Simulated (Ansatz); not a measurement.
# Two states of AlNi2O3

```xyz
6
Lattice="2.5863 4.4797 0.0000 -2.5863 4.4797 0.0000 0.0000 0.0000 3.4783" Properties=species:S:1:pos:R:3 pbc="T T T"
Ni   -0.0003    2.9866    1.7391
Ni   -0.0003    5.9727    1.7391
Al    0.0000    0.0000    0.0000
O     0.0000    4.4797    0.0000
O     1.2932    2.2398    0.0000
O    -1.2932    2.2398    0.0000
```

Level: PBE, with U_eff = 3.93 eV on Ni d, V = 1.42 eV between Ni d and O p within 2.751 Å (all-electron-ortho-atomic projectors); 420 eV; 5×5×7 Γ-centred mesh; fermi-dirac occupations (width 0.0109 eV); Ansatz 0.2.0, fixed geometry.

State A: Ni1 up, Ni2 down (collinear spin). State B: Ni1 up, Ni2 up, O4 up, O5 up, O6 up (collinear spin).

Problem. Compare the two self-consistent states.

Solution. State A is lower by 33.8 meV an atom at zero smearing.

| state | free energy (meV/atom) | largest moment in a small sphere (μB) | net moment (μB/cell) | gap on mesh (eV) | pressure (GPa) | largest force (eV/Å) |
| --- | --- | --- | --- | --- | --- | --- |
| A | 0.0 | 1.48 | 0.45 | metal | -21.3 | 0.02 |
| B | 33.9 | 1.56 | 4.81 | metal | -19.8 | 0.00 |

Origin: a known structure type with other elements, at an estimated volume, so it need not be a known compound. Caveats: another magnetic order, which this cell may not hold, can open a gap; atoms or cell far from equilibrium.
